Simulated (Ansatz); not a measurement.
# Compressing Zr$_{2}$Ga: a fit and a missing row

Zr$_{2}$Ga, I4/mcm, a = 6.704 Å, c = 5.432 Å. The structure is a COD entry; whether it is the stable form wasn't checked. Ansatz: r2SCAN, PAW, 500 eV, Γ-centred 8×8×8 mesh on 6 atoms, Gaussian smearing 0.10 eV; no spin polarisation. Shape and atoms are relaxed at each volume; pressure is positive in compression.

| V (Å³/atom) | P (GPa) |
| --- | --- |
| 17.906 | ? |
| 18.516 | 12.58 |
| 19.127 | 7.78 |
| 19.737 | 3.62 |
| 20.348 | 0.02 |
| 20.958 | -3.11 |
| 21.569 | -5.82 |
| 22.383 | -8.89 |

Problem. Take V0 = 20.348 Å³/atom, count pressures from its P0 = 0.02 GPa, fit the third-order Birch–Murnaghan form to the other rows, and predict the missing pressure.

Solution. With the Eulerian strain f = ½[(V0/V)^(2/3) − 1] and y = (P − P0)/[3f(1 + 2f)^(5/2)], the form is the line y = B0 + 1.5 B0 (B0′ − 4) f. Rows (f, y): 0.03246, 110.2; 0.02106, 110.8; 0.01027, 111.1; -0.00975, 112.4; -0.01905, 112.6; -0.03078, 113.1. Means f = 0.0007017, y = 111.70; Σ(Δf)² = 0.003005, ΣΔfΔy = -0.1409; the slope is their ratio. y = 111.7 − 46.88 f GPa, so B0 = 111.7 GPa and B0′ = 4 + 2 × (-46.88)/(3 × 111.7) = 3.72. At V = 17.906, f = 0.04448, y = 109.61 and P = 18.12 GPa. The run gave 18.13 GPa, so the fit is 0.01 GPa too low, a small miss on the scale of the series.

Cost: 8 runs of about 25 core-minutes in all, on Arm Neoverse V1 (shared hosts).